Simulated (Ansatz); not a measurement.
**How long does this Ansatz run take?**

```yaml
crystal:
  lattice:
    - [8.515, 0.0, 0.0]
    - [-4.2575, 7.3742063132, 0.0]
    - [0.0, 0.0, 5.192]
  atoms:
    - { symbol: Ba, position: [0.432010175, 0.0, 0.0] }
    - { symbol: Ba, position: [0.0, 0.432010175, 0.0] }
    - { symbol: Ba, position: [0.567989825, 0.567989825, 0.0] }
    - { symbol: Ta, position: [0.0, 0.0, 0.0] }
    - { symbol: Ga, position: [0.7456303988, 0.0, 0.5] }
    - { symbol: Ga, position: [0.0, 0.7456303988, 0.5] }
    - { symbol: Ga, position: [0.2543696012, 0.2543696012, 0.5] }
    - { symbol: Si, position: [0.3333333333, 0.6666666667, 0.477890198] }
    - { symbol: Si, position: [0.6666666667, 0.3333333333, 0.522109802] }
    - { symbol: O, position: [0.3333333333, 0.6666666667, 0.7866814435] }
    - { symbol: O, position: [0.6666666667, 0.3333333333, 0.2133185565] }
    - { symbol: O, position: [0.4735689118, 0.2979667022, 0.6516391231] }
    - { symbol: O, position: [0.7020332978, 0.1756022095, 0.6516391231] }
    - { symbol: O, position: [0.8243977905, 0.5264310882, 0.6516391231] }
    - { symbol: O, position: [0.2979667022, 0.4735689118, 0.3483608769] }
    - { symbol: O, position: [0.1756022095, 0.7020332978, 0.3483608769] }
    - { symbol: O, position: [0.5264310882, 0.8243977905, 0.3483608769] }
    - { symbol: O, position: [0.2186292229, 0.1037450069, 0.226052224] }
    - { symbol: O, position: [0.8962549931, 0.1148842161, 0.226052224] }
    - { symbol: O, position: [0.8851157839, 0.7813707771, 0.226052224] }
    - { symbol: O, position: [0.1037450069, 0.2186292229, 0.773947776] }
    - { symbol: O, position: [0.1148842161, 0.8962549931, 0.773947776] }
    - { symbol: O, position: [0.7813707771, 0.8851157839, 0.773947776] }
kpoints:
  mp_grid: { grid: [4, 4, 5] }
scf:
  occupations: { method: fermi_dirac, width: 0.02 }
hamiltonian:
  xc: pbe
  pseudopotentials: { kind: paw_fr }
output:
  forces: true
  stress: true
  populations: true
  efg:
    quadrupole_moments_barn: { Ba: 0.236, Ta: 3.17, Ga: 0.107, O: -0.02558 }
    contact_densities: true
  write_density: true
  write_potential: true
  elf: true
  volumetric_format: npy
magnetization:
  noncollinear: true
  spin_orbit: true
```

```sh
ansatz run input.yaml --threads 2 --pin off --max-ram 5120MiB --backend cpu --events-out ev --progress --plain --runs-dir out
```

It runs on 2 threads of Arm Neoverse V2 (aarch64; 32 cores open to the job, memory cap 5.0 GiB, no GPU), a shared host with a load of 0.6 a core.

Task: Estimate the wall time and the peak memory.

Result: About 13 min of wall time (26 min of CPU time) and 3.8 GiB. The run holds 174 valence electrons in 220 bands, about 6431 plane waves a k-point and 14 irreducible k-points, and took 12 SCF iterations. Times on a shared host vary by tens of per cent.
